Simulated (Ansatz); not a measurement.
Input and command of a plane-wave DFT calculation in Ansatz:

```yaml
crystal:
  lattice:
    - [3.5431994758, 0.0, 0.0]
    - [-1.7715997379, 3.0685007567, 0.0]
    - [0.0, 0.0, 5.29074]
  atoms:
    - { symbol: Pt, position: [0.0, 0.0, 0.0] }
    - { symbol: S, position: [0.3333333333, 0.6666666667, 0.25] }
    - { symbol: S, position: [0.6666666667, 0.3333333333, 0.75] }
basis:
  ecutwfc: 420
kpoints:
  mp_grid: { grid: [12, 12, 8] }
hamiltonian:
  xc: pbe
scf:
  occupations: { method: gaussian, width: 0.05 }
output:
  forces: true
  stress: true
  eigenvalues: true
```

```bash
ansatz run input.yaml --threads 1 --pin off --max-ram 2560MiB --backend cpu --events-out ev --progress --plain --runs-dir out
```

Processor: Intel(R) Xeon(R) 6975P-C (Granite Rapids), 1 thread, on a host shared with other jobs.

Task: Estimate time, memory and problem size.

Result: About 3.4 s on 1 thread of Intel(R) Xeon(R) 6975P-C (Granite Rapids) (shared host), peak memory 0.44 GiB. It solves 19 bands at 131 k points (the mesh reduced by symmetry) with about 1103 plane waves, in 6 SCF iterations.
